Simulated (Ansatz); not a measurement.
Hf₂P₂O₉:
```yaml
crystal:
  lattice:
    - [6.84509, 3.29504, 0.00000]
    - [-6.84509, 3.29504, 0.00000]
    - [-6.70042, 0.00000, 7.52298]
  atoms:
    - { symbol: Hf, position: [0.68420, 0.31580, 0.63516] }
    - { symbol: Hf, position: [0.31580, 0.68420, 0.36484] }
    - { symbol: Hf, position: [0.94292, 0.05708, 0.09730] }
    - { symbol: Hf, position: [0.05708, 0.94292, 0.90270] }
    - { symbol: P, position: [0.59244, 0.40756, 0.83609] }
    - { symbol: P, position: [0.40756, 0.59244, 0.16391] }
    - { symbol: P, position: [0.16992, 0.83008, 0.54276] }
    - { symbol: P, position: [0.83008, 0.16992, 0.45724] }
    - { symbol: O, position: [0.51538, 0.48462, 0.63323] }
    - { symbol: O, position: [0.48462, 0.51538, 0.36677] }
    - { symbol: O, position: [0.27332, 0.72668, 0.52511] }
    - { symbol: O, position: [0.72668, 0.27332, 0.47489] }
    - { symbol: O, position: [0.73328, 0.26672, 0.90378] }
    - { symbol: O, position: [0.26672, 0.73328, 0.09622] }
    - { symbol: O, position: [0.62518, 0.99511, 0.35772] }
    - { symbol: O, position: [0.37482, 0.00489, 0.64228] }
    - { symbol: O, position: [0.99511, 0.62518, 0.64228] }
    - { symbol: O, position: [0.00489, 0.37482, 0.35772] }
    - { symbol: O, position: [0.24126, 0.38037, 0.10351] }
    - { symbol: O, position: [0.75874, 0.61963, 0.89649] }
    - { symbol: O, position: [0.38037, 0.24126, 0.89649] }
    - { symbol: O, position: [0.61963, 0.75874, 0.10351] }
    - { symbol: O, position: [0.11424, 0.88576, 0.15648] }
    - { symbol: O, position: [0.88576, 0.11424, 0.84352] }
    - { symbol: O, position: [0.03277, 0.96723, 0.35666] }
    - { symbol: O, position: [0.96723, 0.03277, 0.64334] }
```

This is the r²SCAN-relaxed structure. Tensor components refer to the Cartesian frame of this cell.

Task: All from DFT-r²SCAN in the program Ansatz with PAW potentials, unless another level is named. Predict the formation energy from the elements (no fitted shifts).

Result: -3092 meV/atom.

Task: And the band gap?

Result: 5.58 eV (indirect).

Task: What about the smallest direct gap on the standard path?

Result: 5.75 eV.

Task: What about the valence-band maximum?

Result: off the standard path, at k = (0.365, -0.365, -0.125).

Space group C2/m. The workflow started from a Materials Project entry (that database holds measured and hypothetical structures alike); the Crystallography Open Database copy checked does not list it. Its standing as an ambient phase is unchecked. The cell was relaxed with r²SCAN under the symmetry of its start; whether a distortion lowers the energy is not shown. No spin polarisation was allowed. The references are the lowest solids computed at this level, not always the standard phases (solids in place of the gases). Scalar-relativistic: spin–orbit coupling is off unless named, which matters more the heavier the elements.

Potentials: the later of the program's two PAW sets.
